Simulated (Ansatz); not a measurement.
H₄BrN:
```
H4BrN
1.0
    5.53356     0.00000     0.00000
    0.00000     5.53356     0.00000
    0.00000     0.00000     3.94849
H Br N
8 2 2
Cartesian
  0.00000   4.67427   3.34346
  3.62607   2.76678   3.34346
  0.00000   0.85929   3.34346
  1.90749   2.76678   3.34346
  2.76678   3.62607   0.60503
  0.85929   0.00000   0.60503
  2.76678   1.90749   0.60503
  4.67427   0.00000   0.60503
  0.00000   2.76678   2.09609
  2.76678   0.00000   1.85240
  0.00000   0.00000   0.00000
  2.76678   2.76678   0.00000
```

Cartesian axes are those of the cell as given.

Question: Give the high-frequency dielectric tensor and the Born effective charge tensors of the independent atoms from DFPT, plane-wave PAW LDA (Ansatz code).

Answer: 
ε∞:
```
3.31  0.00  0.00
0.00  3.31  0.00
0.00  0.00  3.19
```
Z* of atom 1 (H), rows: field, columns: displacement, in e:
```
0.25  0.00  0.00
0.00  0.98  0.50
0.00  0.41  0.54
```
Z* of atom 9 (Br), rows: field, columns: displacement, in e:
```
-1.26   0.00   0.00
 0.00  -1.26   0.00
 0.00   0.00  -1.12
```
Z* of atom 11 (N), rows: field, columns: displacement, in e:
```
-1.20   0.00   0.00
 0.00  -1.20   0.00
 0.00   0.00  -1.05
```

Space group P4/nmm. The workflow started from a Materials Project entry (that database holds measured and hypothetical structures alike); the Crystallography Open Database files this formula in space group No. 129, but the cells were not matched. Its standing as an ambient phase is unchecked. The cell was relaxed with LDA under the symmetry of its start; whether a distortion lowers the energy is not shown. A crystal of weakly bound molecules computed without a dispersion correction: the cell and the soft elastic constants depend strongly on that. Scalar-relativistic: spin–orbit coupling is off unless named, which matters more the heavier the elements.

Potentials: the later of the program's two PAW sets.
